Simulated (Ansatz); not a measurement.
**Zn₄SeO₃: rattling a relaxed structure**

The structure comes from a proposed guess, relaxed at this level; another structure or a mixture of phases may lie lower.

All numbers below come from DFT PBE, scalar-relativistic, plane waves, PAW (Ansatz 0.2.0). Plane waves to 420 eV, a k mesh through Γ of 6×6×6 on the computed 16-atom cell and Gaussian smearing (0.02 eV); no spin polarisation.

The cell below (16 atoms, space group P6_3mc (No. 186)) is relaxed within its symmetry.

```cif
data_structure
_symmetry_space_group_name_H-M 'P 1'
_symmetry_Int_Tables_number 1
_cell_length_a 6.9362
_cell_length_b 6.9362
_cell_length_c 5.6062
_cell_angle_alpha 90.000
_cell_angle_beta 90.000
_cell_angle_gamma 120.000
_cell_volume 233.58
loop_
_atom_site_label
_atom_site_type_symbol
_atom_site_fract_x
_atom_site_fract_y
_atom_site_fract_z
_atom_site_occupancy
Zn1 Zn 0.33333 0.66667 0.44891 1
Zn2 Zn 0.29455 0.14728 0.35897 1
Zn3 Zn 0.85272 0.70545 0.35897 1
Zn4 Zn 0.85272 0.14728 0.35897 1
Zn5 Zn 0.66667 0.33333 0.94891 1
Zn6 Zn 0.14728 0.29455 0.85897 1
Zn7 Zn 0.70545 0.85272 0.85897 1
Zn8 Zn 0.14728 0.85272 0.85897 1
Se1 Se 0.66667 0.33333 0.51056 1
Se2 Se 0.33333 0.66667 0.01056 1
O1 O 0.16017 0.32033 0.50287 1
O2 O 0.16017 0.83983 0.50287 1
O3 O 0.67967 0.83983 0.50287 1
O4 O 0.32033 0.16017 0.00287 1
O5 O 0.83983 0.67967 0.00287 1
O6 O 0.83983 0.16017 0.00287 1
```

For the test it was strained at random (σ = 1.5 % a component), the atoms were moved at random (σ = 0.15 Å), and all was relaxed again on a coarse 4×3×3 mesh (in the run’s order of axes) with 0.10 eV smearing, with no symmetry imposed.

Question: Does it come back?

Answer: It returns, within 1 meV/atom of the unmoved cell on that mesh and with the same symmetry when read at 0.1 Å (Cm at 0.01 Å, so small strains and shifts remain). No instability shows in this cell; modes of other wave vectors, which need another repeat, aren't tested.
